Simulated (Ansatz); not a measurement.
Li2Ga in space group Cmcm (No. 63; Li on 4c, Ga on 4c, Li on 4c) under volume change, r²SCAN (plane waves, PAW; program Ansatz), shape and atoms relaxed at each volume.

| V (Å³/atom) | E − E(relaxed) (meV/atom) | P (GPa) |
|---|---|---|
| 13.878 | 15.7 | 3.96 |
| 14.335 | 6.6 | 2.43 |
| 14.793 | (withheld) | (withheld) |
| 15.250 | 0.0 | 0.00 |
| 15.708 | 1.4 | -0.96 |
| 16.165 | (withheld) | (withheld) |
| 16.623 | 11.4 | -2.47 |

What belongs in the gaps?


- 16.165, E − E(relaxed) (meV/atom): 5.3
- 16.165, P (GPa): -1.77
- 14.793, E − E(relaxed) (meV/atom): 1.6
- 14.793, P (GPa): 1.12

What does a third-order Birch–Murnaghan fit give for V₀, B₀ and B′?

V₀ = 15.25 Å³/atom, B₀ = 34.4 GPa, B′ = 4.2.

The workflow started from an entry of the Crystallography Open Database (COD). Whether it is the stable phase at ambient conditions was not checked. Symmetry was held in the r²SCAN relaxation; its stability against distortions is not shown here. Scalar-relativistic: spin–orbit coupling is off unless named, which matters more the heavier the elements.

Potentials: the later of the program's two PAW sets.
